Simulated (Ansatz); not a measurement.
According to PBE (plane waves, PAW; program Ansatz), Cl in the molecular I2 type structure (Cmce) relaxes to a = 7.988 Å, b = 4.295 Å, c = 8.332 Å.

It is gapped at this level: 2.30 eV (direct). The valence maximum lies at Γ and the conduction minimum at Γ.

The PBE relaxation kept the symmetry of its start. The substance is a gas or liquid at ambient conditions; this is its low-temperature solid. The volume lies over 15 % above that of the usual cell of this phase: another minimum, or an error of the functional. A crystal of weakly bound molecules computed without a dispersion correction: the cell and the soft elastic constants depend strongly on that.

Potentials: the earlier of the program's two PAW sets.
